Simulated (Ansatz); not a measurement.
Ansatz (a first-principles code) input:

Ansatz 0.2 input:
```yaml
crystal:
  lattice:
    - [-2.6867445821, 2.6867445821, 5.3769635504]
    - [2.6867445821, -2.6867445821, 5.3769635504]
    - [2.6867445821, 2.6867445821, -5.3769635504]
  atoms:
    - { symbol: Cu, position: [0.0, 0.0, 0.0] }
    - { symbol: Cu, position: [0.75, 0.25, 0.5] }
    - { symbol: Zn, position: [0.25, 0.75, 0.5] }
    - { symbol: Sn, position: [0.5, 0.5, 0.0] }
    - { symbol: S, position: [0.3703554138, 0.8984940771, 0.00899412] }
    - { symbol: S, position: [0.1015059229, 0.1105000428, 0.4718613366] }
    - { symbol: S, position: [0.8894999572, 0.3613612938, 0.99100588] }
    - { symbol: S, position: [0.6386387062, 0.6296445862, 0.5281386634] }
kpoints:
  mp_grid: { grid: [7, 7, 7] }
hamiltonian:
  xc: pbesol
  pseudopotentials: { kind: paw }
scf:
  occupations: { method: fixed }
phonons:
  method: dfpt
  response_accuracy: low
  eigenvectors: true
  rigid_motions: translations
```

Output (shortened):

```
zone centre: on kpoints.mp_grid the ground state, and the responses unless they are solved on pairs of k-points, stand on 172 of the mesh's 343 k-points, …
Pseudopotentials: kind: paw
Pseudopotential: Cu, paw, valence charge 19
Pseudopotential: Zn, paw, valence charge 12
Pseudopotential: Sn, paw, valence charge 14
Pseudopotential: S, paw, valence charge 6
Functional definition: PBEsol
Crystal: 8 atoms, lattice volume = 155.257 Å³
Basis set: ecut = 420 eV, 2977 PW (Γ), exchange–correlation on 90×90×90 points (8 copies of the dense FFT grid, shifted against one another)
Bands: 53, of which v1, the nominal top of the filled ones, is band 44 counted from 1 (43 counted from 0)
Symmetry: 4 space group operations
k-points: 172 of 343 (irreducible under 1 space group operation, time reversal used)
PAW frozen core: Cu, regenerated for the run's functional, and the local potential with it
PAW frozen core: Zn, regenerated for the run's functional, and the local potential with it
PAW frozen core: Sn, regenerated for the run's functional, and the local potential with it
PAW frozen core: S, regenerated for the run's functional, and the local potential with it
Initial wavefunctions: pseudopotential atomic-orbital guess
Eigensolver: davidson
Functional: x = pbesol(κ = 0.804, μ = 0.12345679012345678), c = pbesol(β = 0.046)
SCF iter   1: F=—  HF=-25951.683733 eV  |F-HF|=—  |Δ(HF+E_count)|=         —  Δρ=9.21e-3  dr2=9.98e-2  ethr=1.77e-3  ⟨swp⟩=5.0  Hψ=31685  notcnv=0  defer=1174
all-band conjugate gradients solve this SCF's bands
preconditioner: auto → Resta (q_TF=auto, 2.482 Å⁻¹)
SCF iter   2: F=—  HF=-25951.678862 eV  |F-HF|=—  |Δ(HF+E_count)|=   4.87e-3  Δρ=8.49e-3  dr2=8.01e-2  ethr=1.13e-4  ⟨swp⟩=2.0  Hψ=18426  notcnv=0  defer=1181
SCF iter   3: F=—  HF=-25951.662356 eV  |F-HF|=—  |Δ(HF+E_count)|=   1.65e-2  Δρ=2.62e-3  dr2=1.01e-2  ethr=9.10e-5  ⟨swp⟩=2.0  Hψ=11663  notcnv=0  defer=1187
SCF iter   4: F=—  HF=-25951.660168 eV  |F-HF|=—  |Δ(HF+E_count)|=   2.19e-3  Δρ=6.36e-4  dr2=6.74e-4  ethr=1.14e-5  ⟨swp⟩=2.0  Hψ=13149  notcnv=0  defer=1203
SCF iter   5: F=—  HF=-25951.660089 eV  |F-HF|=—  |Δ(HF+E_count)|=   7.87e-5  Δρ=2.85e-4  dr2=1.37e-4  ethr=7.66e-7  ⟨swp⟩=2.4  Hψ=13572  notcnv=0  defer=1081
SCF iter   6: F=—  HF=-25951.660141 eV  |F-HF|=—  |Δ(HF+E_count)|=   5.23e-5  Δρ=2.81e-4  dr2=8.67e-5  ethr=1.55e-7  ⟨swp⟩=2.0  Hψ=12985  notcnv=0  defer=633
SCF iter   7: F=—  HF=-25951.660138 eV  |F-HF|=—  |Δ(HF+E_count)|=   3.04e-6  Δρ=1.54e-4  dr2=2.43e-5  ethr=9.85e-8  ⟨swp⟩=2.0  Hψ=11354  notcnv=0  defer=628
SCF iter   8: F=—  HF=-25951.660134 eV  |F-HF|=—  |Δ(HF+E_count)|=   4.54e-6  Δρ=4.73e-5  dr2=2.34e-6  ethr=2.76e-8  ⟨swp⟩=2.0  Hψ=10211  notcnv=0  defer=628
SCF iter  14: F=-25951.660218 eV  HF=-25951.660218 eV  |F-HF|=1.46e-11  |Δ(HF+E_count)|=  1.20e-10  Δρ=1.53e-7  dr2=3.41e-11  ethr=1.00e-12  ⟨swp⟩=5.0  Hψ=47942  notcnv=0
SCF 1 converged in 14 iterations: F = -25951.660218 eV  dr2 = 3.41e-11
DFPT response loops at Γ: preconditioner auto → Resta (q_TF=auto, 2.482 Å⁻¹)  ε∞=23.5 (no band partly filled) …
SCF converged after 14 iterations
Free energy (F): -25951.660218 eV
Harris-Foulkes:  -25951.660218 eV  (|F-HF|=1.46e-11)
Internal energy: -25951.660218 eV  (E = F + TS)
E sigma→0 (E₀):  -25951.660218 eV
Fermi energy:    8.422470 eV
--- Per-component energies (eV) ---
  E_band       = -1081.627426
  E_kinetic    = 1348.061617
  E_local      = -14849.422873  (includes V_loc(G=0)·N_el)
  E_nonlocal   = 1495.837690
  E_hartree    = 6672.228701
  E_xc         = -1075.601033
  E_vxc        = -727.660649  (∫ρ·V_xc dr)
  E_paw        = -11458.740989  (= ΣΔE_a)
  E_vpaw       = -1692.900673  (= ΣTr[D̂ρ^β])
  E_aug_tail   = 0.000192  (compensation charges beyond the density's cutoff)
  E_ewald      = -8085.765919
  E_core_change = 1.742396  (= ΣΔE_core)
  E_smearing   =  0.000000  (= −TS)
  E_closure    = 0.000000  (closes the sum)
  Σ components = -25951.660218   (vs F -25951.660218, Δ=0.00e0)
  [band-id]    e_kinetic+e_local+e_nonlocal+2·e_hartree+e_vxc+e_vpaw+e_augmentation_tail = -1081.627295   (vs E_band -1081.627426, Δ=1.31e-4)
--- Band table (eV; the first three rows and the last of 172) ---
  k-point 0: bands = ["-103.2063", "-103.1890", "-60.8120", "-60.7468", "-60.7468", "-60.7228", "-60.7228", "-60.7125", "-13.8206", "-13.8160", "-13.8160", "-13.7381", "-13.7328", "-6.2973", "-4.7071", "-4.6848", "-4.6848", "0.2306", "1.1659", "1.2333", "1.2528", "1.2528", "1.3577", "2.4835", "3.0639", "3.2803", "3.7393", "3.8468", "3.8468", "4.4083", "4.4083", "4.8839", "4.8839", "4.9155", "5.9985", "6.0751", "6.2937", "6.5758", "6.5825", "6.5825", "6.7764", "8.3714", "8.3714", "8.4225", "8.5314", "10.1971", "11.0805", "12.0015", "12.0015", "13.1292", "13.5396", "13.6186", "13.6186"]
  k-point 1: bands = ["-103.2063", "-103.1890", "-60.8120", "-60.7469", "-60.7468", "-60.7228", "-60.7228", "-60.7125", "-13.8208", "-13.8161", "-13.8161", "-13.7378", "-13.7327", "-6.1802", "-4.7946", "-4.7497", "-4.7015", "0.2949", "1.1774", "1.2181", "1.2344", "1.2684", "1.3630", "2.4073", "2.8544", "3.3070", "3.6895", "3.7047", "4.2356", "4.3263", "4.4426", "4.7270", "4.9440", "5.0639", "6.0907", "6.1886", "6.3494", "6.3930", "6.5111", "6.7703", "6.9286", "7.5474", "8.1476", "8.3206", "9.2748", "10.6664", "11.4609", "11.9004", "12.0395", "13.1149", "13.4261", "13.5575", "13.8433"]
  k-point 2: bands = ["-103.2063", "-103.1891", "-60.8120", "-60.7469", "-60.7468", "-60.7228", "-60.7228", "-60.7125", "-13.8214", "-13.8165", "-13.8162", "-13.7372", "-13.7324", "-5.8649", "-5.0091", "-4.8878", "-4.7420", "0.2944", "1.1662", "1.2254", "1.2349", "1.3030", "1.3526", "2.0878", "2.6573", "3.1638", "3.4332", "4.0715", "4.3100", "4.4742", "4.5267", "4.7658", "5.0619", "5.2338", "6.1994", "6.2783", "6.3226", "6.4686", "6.7477", "6.9568", "7.0504", "7.2400", "7.6903", "8.1709", "9.5534", "11.2602", "11.5289", "11.8772", "12.3007", "12.9715", "13.5189", "13.8017", "13.9318"]
  k-point 171: bands = ["-103.2063", "-103.1891", "-60.8120", "-60.7469", "-60.7469", "-60.7228", "-60.7228", "-60.7125", "-13.8214", "-13.8164", "-13.8162", "-13.7372", "-13.7324", "-5.8204", "-5.0197", "-4.8945", "-4.7922", "0.2878", "1.1597", "1.2064", "1.2587", "1.3020", "1.3703", "2.1615", "2.5487", "3.2606", "3.5569", "4.0093", "4.2239", "4.4716", "4.5522", "4.7924", "5.0742", "5.1877", "6.1713", "6.3125", "6.3599", "6.4521", "6.7576", "6.9061", "7.0463", "7.3238", "7.7406", "8.1099", "9.4600", "11.2094", "11.3676", "11.6160", "12.4005", "13.1737", "13.6221", "13.8919", "14.1695"]
  band table: 53 of 53 bands, residual norms ≤ 1.0e-3 eV
--- Phonons (Γ-DFPT): 11 representative perturbations + reference, on 172 of 343 k-points (Σ response iterations 35) ---
  k mesh reduced under 1 symmetry operation, with k and −k counted as one. Each operation leaves every solved perturbation unchanged …
  ASR residual: 5.496e-4 → 0.000e0 eV/Å²; symmetrization residual: 2.615e-4 eV/Å²
  ASR residual per site (eV/Å²): 4.27e-4 3.62e-4 3.19e-4 5.50e-4 1.25e-4 1.25e-4 1.25e-4 1.25e-4
  Γ frequencies (cm⁻¹): 0.00 0.00 0.00 76.91 76.91 88.78 97.18 97.18 100.69 157.38 157.38 170.51 251.66 261.87 261.87 289.80 294.50 297.44 297.44 315.73 316.30 323.64 323.64 338.96
  non-analytic LO–TO correction: not included (Born effective charges unavailable; polar crystals: no LO–TO splitting at Γ)
```

Cost: very roughly 28 core-minutes on shared cores.

Space group I-4. The PBEsol relaxation kept the symmetry of its start. The run is not spin-polarised. Spin–orbit coupling is left out wherever it is not named.

Potentials: the later of the program's two PAW sets.

Ansatz is a plane-wave DFT program.
